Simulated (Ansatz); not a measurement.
AgI (rock salt, Fm-3m), DFT-LDA in the program Ansatz with PAW potentials. The conduction-band minimum lies at X, with 3 equivalent valleys. Second derivatives d²E/dk² of the lowest band at one valley (eV·Å²), along Cartesian directions:

```csv
direction,d²E/dk²
[100],16.95
[010],38.05
[001],38.05
[110],27.50
[101],27.50
[011],38.02
```

**Question.** Find the principal effective masses, the density-of-states mass and the conductivity mass.

**Answer.** Off-diagonal terms follow from H_xy = H[110] − (H_xx + H_yy)/2, and m*/mₑ = 7.620 eV·Å² over each eigenvalue: 0.20, 0.20, 0.45. One valley's DOS mass (m₁m₂m₃)^(1/3) = 0.26, conductivity mass 3/(Σ 1/mᵢ) = 0.25 mₑ.

**Question.** What effective density of states Nc follows at 300 K for parabolic valleys?

**Answer.** Nc = 2.509e19 × 3 × (0.26)^(3/2) ≈ 1.0e19 cm⁻³.

**Question.** With the computed static dielectric constant 16.9 (mean of the diagonal), estimate a hydrogenic donor's binding energy and radius.

**Answer.** E = 13.606 eV × 0.25/16.9² ≈ 12 meV; a = 0.529 Å × ε/m* ≈ 36 Å. Semilocal masses tend to be too small where the gap is.

**Question.** With ε∞ = 8.76 and ω_LO = 103 cm⁻¹, what Fröhlich coupling constant follows?

**Answer.** α = (1/ε∞ − 1/ε0) √(m* × 13.606 eV/ħω_LO) = 0.90.

This is a known high-pressure phase of the composition, computed here at zero pressure and temperature. The LDA relaxation kept the symmetry of its start; phonons on a q-mesh show weakly imaginary modes. The run is not spin-polarised. Scalar-relativistic: spin–orbit coupling is off unless named, which matters more the heavier the elements.

Potentials: the later of the program's two PAW sets.
